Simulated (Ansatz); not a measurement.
CdF2 (fluorite), relaxed and computed with several functionals in Ansatz (plane waves, PAW). Much of their spread follows the volume that each gives.

| functional | V (Å³/atom) | B₀ by P(V) fit (GPa) |
|---|---|---|
| PBE | 13.73 | 93.3 |
| LDA | 12.39 | 127 |
| r²SCAN | 13.06 | ? |
| HSE06 | 13.26 | 104 |

**Question.** Fit a straight line to ln B₀ against ln V and predict the withheld value.

**Answer.** Least squares on the 3 shown rows: ln B₀ = -2.99 × ln V + (12.370), with a scatter of 0.2 %. For r²SCAN this gives 109. The run itself gave 113, a miss of 3.5 % of that, well beyond the scatter: the line misses something about this case.

All cells were relaxed under the symmetry of their starts (and spin orders); stability against distortions was not tested throughout. Scalar-relativistic: spin–orbit coupling is off unless named, which matters more the heavier the elements.

Potentials: the earlier of the program's two PAW sets. The files were generated under PBE; for other functionals the program regenerates the frozen cores, and for LDA and PBEsol the local potential too.

Ansatz (a program for electronic structure) is a plane-wave DFT program.
